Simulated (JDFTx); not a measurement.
surface: WC(0001), W outermost, slab composition W3C2
bulk: WC, P-6m2, lattice of mp-1894 (not re-optimised)
slab: 5 atoms in 5 planes, 1x1, 5.6 Å between the outermost planes
in-plane cell: 2.917 × 2.917 Å, 7.37 Å²
cell height: 21.7 Å
sampling: 8×8×1 k mesh, Fermi smearing 0.01 Ha, no spin polarisation

Whether this polymorph is the ambient one wasn't checked.

Method: PBE, GBRV ultrasoft potentials, plane waves to 20/100 Ha, in a modified build of JDFTx. Liquid on both sides: CANDLE, water, 1 M NaCl; nuclei fixed, outer atoms relaxed in vacuum. The electron chemical potential μ is absolute (zero in the bulk liquid) and is turned into a potential by U = −μ/e − 4.44 V vs SHE, a convention. This is a symmetric, unreconstructed model surface, and the continuum liquid cannot react with it. On the negative side CANDLE's cavity feels the periodic box, so those points shift with the cell height. Convergence in thickness and k mesh wasn't tested for this slab.

Farther out the cavity gives way and the charge runs off; such runs are left out, and the outermost points shown may already feel it.

| U (V vs SHE) | μ (eV) | excess electrons per cell | σ (μC/cm², per face) | run |
|---|---|---|---|---|
| -0.85 | -3.59 | 0.321 | -34.9 | fixed potential |
| -0.65 | -3.79 | 0.298 | -32.4 | fixed potential |
| 0.05 | -4.49 | 0.000 | 0.0 | neutral |
| 0.20 | -4.64 | -0.019 | 2.1 | fixed potential |
| ? | ? | -0.037 | 4.0 | fixed charge |
| 0.55 | -4.99 | ? | ? | fixed potential |

Problem. Fill in the missing entries, row by row.

Solution. 
- row 5, U (V vs SHE): 0.33
- 0.33, μ (eV): -4.77
- 0.55, excess electrons per cell: -0.069
- 0.55, σ (μC/cm², per face): 7.5
